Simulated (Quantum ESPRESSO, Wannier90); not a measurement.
Wannier functions of Zn2SeS (P-4m2)

Cell from Materials Project (mp-1215430), symmetrised, no further relaxation. Not found in the COD (Crystallography Open Database) copy used; not checked further. Level: PBEsol, no spin polarisation, no spin-orbit coupling; pw.x of Quantum ESPRESSO at 69 Ry with PseudoDojo potentials, 8×8×6 k-points, Wannier90. Density: 8×8×6 mesh, cold smearing 0.01 Ry. Spin-orbit coupling, left out, would split the p-like bands by a few tenths of an eV.

```
begin unit_cell_cart
ang
    3.9092900000    0.0000000000    0.0000000000
    0.0000000000    3.9092900000    0.0000000000
    0.0000000000    0.0000000000    5.5221200000
end unit_cell_cart
mp_grid = 8 8 6
```

Neighbour vectors b of the finite-difference formula (Å⁻¹), by shell:

```
shell       b_x       b_y       b_z
-----  --------  --------  --------
1       0.00000   0.00000   0.18964
1       0.00000   0.00000  -0.18964
2       0.00000   0.20091   0.00000
2       0.20091   0.00000   0.00000
2       0.00000  -0.20091   0.00000
2      -0.20091   0.00000   0.00000
```

Task: Find the weights w_b from the completeness condition Σ_b w_b b_α b_β = δ_αβ.

Result: Shell 1: Σ b_x² = 0.000, Σ b_y² = 0.000, Σ b_z² = 0.072 Å⁻²
Shell 2: Σ b_x² = 0.081, Σ b_y² = 0.081, Σ b_z² = 0.000 Å⁻²
Each of the three diagonal sums, weighted, has to give 1 and the off-diagonal ones 0, which holds for w_1 = 13.9 Å², w_2 = 12.4 Å². Check on xx: 13.90×0.000 + 12.39×0.081 = 1.00.

On this mesh the 8 functions of bands 14-15,26-31 (valence bands; start: s functions at the bond centres, conv_tol = 1.0e-6) end with spreads 2.5458, 2.4643, 2.4643, 2.5458, 2.5458, 2.4643, 2.5458, 2.4643 Å², Ω_I = 19.3885 Å² and Ω_D = 0.0074 Å².

Ω_total is the sum of the spreads, 20.040 Å². Ω_OD = Ω_total − Ω_I − Ω_D = 0.644 Å². Only (Ω_D + Ω_OD)/Ω_total = 3.3 % depends on the gauge, and another start could lower the total by that share at most. The rms radius is √(Ω_total/8) = 1.58 Å.
